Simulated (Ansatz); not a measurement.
SiGe in space group P4_2/mmc (No. 131; Ge on 2c, Si on 2e) at seven volumes, the program Ansatz at the r²SCAN level (PAW), shape and atoms relaxed at each. One row is withheld.

```json
[
 {"V (Å³/atom)": "19.345", "P (GPa)": "7.92"},
 {"V (Å³/atom)": "19.983", "P (GPa)": "?"},
 {"V (Å³/atom)": "20.621", "P (GPa)": "2.20"},
 {"V (Å³/atom)": "21.259", "P (GPa)": "0.00"},
 {"V (Å³/atom)": "21.897", "P (GPa)": "-1.83"},
 {"V (Å³/atom)": "22.534", "P (GPa)": "-3.33"},
 {"V (Å³/atom)": "23.172", "P (GPa)": "-4.52"}
]
```

Problem. Fit the shown pressures and predict the withheld one.

Solution. P = (3/2)B₀(x^(7/2) − x^(5/2))[1 + (3/4)(B′ − 4)(x − 1)] with x = (V₀/V)^(2/3). Least squares on the six rows gives V₀ = 21.259 Å³/atom, B₀ = 65.9 GPa, B′ = 5.16. At V = 19.983, x = 1.0421 and P = 4.79 GPa. The run itself gave 4.83 GPa.

The cell is a constructed one: a structure type filled with these elements; neither database checked (COD, Materials Project) lists it. Its standing as an ambient phase is unchecked. The r²SCAN relaxation kept the symmetry of its start; its stability against distortions is not shown here.

Potentials: the later of the program's two PAW sets.
